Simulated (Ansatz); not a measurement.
Zr4Rh2O:
```yaml
crystal:
  lattice:
    - [0.00000, 6.21172, 6.21172]
    - [6.21172, 0.00000, 6.21172]
    - [6.21172, 6.21172, 0.00000]
  atoms:
    - { symbol: Zr, position: [0.12500, 0.62500, 0.62500] }
    - { symbol: Zr, position: [0.62500, 0.62500, 0.12500] }
    - { symbol: Zr, position: [0.62500, 0.12500, 0.62500] }
    - { symbol: Zr, position: [0.62500, 0.62500, 0.62500] }
    - { symbol: Zr, position: [0.81635, 0.81635, 0.18365] }
    - { symbol: Zr, position: [0.06635, 0.06635, 0.43365] }
    - { symbol: Zr, position: [0.18365, 0.18365, 0.81635] }
    - { symbol: Zr, position: [0.43365, 0.43365, 0.06635] }
    - { symbol: Zr, position: [0.18365, 0.81635, 0.81635] }
    - { symbol: Zr, position: [0.43365, 0.06635, 0.06635] }
    - { symbol: Zr, position: [0.81635, 0.18365, 0.18365] }
    - { symbol: Zr, position: [0.06635, 0.43365, 0.43365] }
    - { symbol: Zr, position: [0.81635, 0.18365, 0.81635] }
    - { symbol: Zr, position: [0.06635, 0.43365, 0.06635] }
    - { symbol: Zr, position: [0.18365, 0.81635, 0.18365] }
    - { symbol: Zr, position: [0.43365, 0.06635, 0.43365] }
    - { symbol: Rh, position: [0.78547, 0.40484, 0.40484] }
    - { symbol: Rh, position: [0.84516, 0.84516, 0.46453] }
    - { symbol: Rh, position: [0.40484, 0.78547, 0.40484] }
    - { symbol: Rh, position: [0.84516, 0.84516, 0.84516] }
    - { symbol: Rh, position: [0.40484, 0.40484, 0.40484] }
    - { symbol: Rh, position: [0.84516, 0.46453, 0.84516] }
    - { symbol: Rh, position: [0.40484, 0.40484, 0.78547] }
    - { symbol: Rh, position: [0.46453, 0.84516, 0.84516] }
    - { symbol: O, position: [0.62500, 0.12500, 0.12500] }
    - { symbol: O, position: [0.12500, 0.12500, 0.62500] }
    - { symbol: O, position: [0.12500, 0.62500, 0.12500] }
    - { symbol: O, position: [0.12500, 0.12500, 0.12500] }
```

Relaxed with r²SCAN. Special points in fractions of this cell's reciprocal vectors: Γ (0.000, 0.000, 0.000); X (0.500, 0.000, 0.500); U (0.625, 0.250, 0.625); K (0.375, 0.375, 0.750); L (0.500, 0.500, 0.500); W (0.500, 0.250, 0.750).

### Question
List the band energies nearest the Fermi level at these points for r²SCAN with spin–orbit coupling in the plane-wave PAW code Ansatz.

### Answer
In eV from the Fermi level; about four levels below and three above (degenerate sets whole), none deeper than 8.9 eV; points with the same levels are listed once.

| k | below | above |
|---|---|---|
| Γ | -0.80 -0.80 -0.80 -0.80 | 0.28 0.28 0.30 0.30 0.30 0.30 |
| X | -0.04 -0.04 -0.04 -0.04 | 0.46 0.46 0.46 0.46 |
| U | -0.08 -0.08 -0.03 -0.03 | 0.04 0.04 0.47 0.47 |
| L | -0.14 -0.14 -0.07 -0.07 | 0.06 0.06 0.07 0.07 |
| W | -0.04 -0.04 -0.02 -0.02 | 0.45 0.45 0.48 0.48 |

Space group Fd-3m. The start of the workflow was typed in or built on a structure type; neither database checked (COD, Materials Project) lists it. Its standing as an ambient phase is unchecked. The r²SCAN relaxation kept the symmetry of its start; its stability against distortions is not shown here. The workflow began spin-polarised and lost its moments.

Potentials: the later of the program's two PAW sets.
